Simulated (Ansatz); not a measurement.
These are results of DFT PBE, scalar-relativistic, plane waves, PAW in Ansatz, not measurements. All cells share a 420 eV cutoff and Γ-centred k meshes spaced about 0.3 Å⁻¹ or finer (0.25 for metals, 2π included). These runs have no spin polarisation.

These are static total energies at zero pressure.

Compare these two cells of Ti₂Cl, each relaxed at this level.

A.

Space group P-3m1 (No. 164). a = 3.107 Å, b = 3.107 Å, c = 14.363 Å, α = 90.00°, β = 90.00°, γ = 120.00°
| atom | site | symmetry | x | y | z |
| --- | --- | --- | --- | --- | --- |
| Ti | 2c | 3m. | 0.0000 | 0.0000 | 0.7649 |
| Ti | 2d | 3m. | 0.3333 | 0.6667 | 0.0821 |
| Cl | 2d | 3m. | 0.3333 | 0.6667 | 0.6491 |

B.

Space group P6_3/mmc (No. 194). a = 3.153 Å, b = 3.153 Å, c = 11.617 Å, α = 90.00°, β = 90.00°, γ = 120.00°
| atom | site | symmetry | x | y | z |
| --- | --- | --- | --- | --- | --- |
| Ti | 4f | 3m. | 0.3333 | 0.6667 | 0.4124 |
| Cl | 2b | -6m2 | 0.0000 | 0.0000 | 0.2500 |

Problem. Which form is favoured at zero pressure, and by what margin per atom?

Solution. A is lower, by 207 meV/atom. A has space group P-3m1 (No. 164), 20.0 Å³/atom and no gap on its mesh; B has space group P6_3/mmc (No. 194), 16.7 Å³/atom and no gap. Counting Cl atoms around Ti (those within 1.25 times the shortest such distance or 1.15 times the sum of covalent radii; a plus sign parts nearer from farther groups; the shortest distance is added where it exceeds 1.18 times the sum of covalent radii; a slash parts the counts of unlike sites), A has Ti 3/3+3 from 4.3 Å and B has Ti 3. Both come from trial cells of a structure search, whose lowest cell (R-3m, 20.0 Å³/atom) lies 26 meV/atom below the lower of the two.

No dispersion correction is applied, so the spacing and binding between layers, chains or molecules are poorly described (P-3m1), and this can change margins and order among such cells. Trial moments fell under 0.15 μB along the way in P-3m1 and P6_3/mmc; another start might hold them. Cells relaxed within their symmetry can be saddle points. Some types were kept out of the candidates beforehand, so the set may lack a known form.
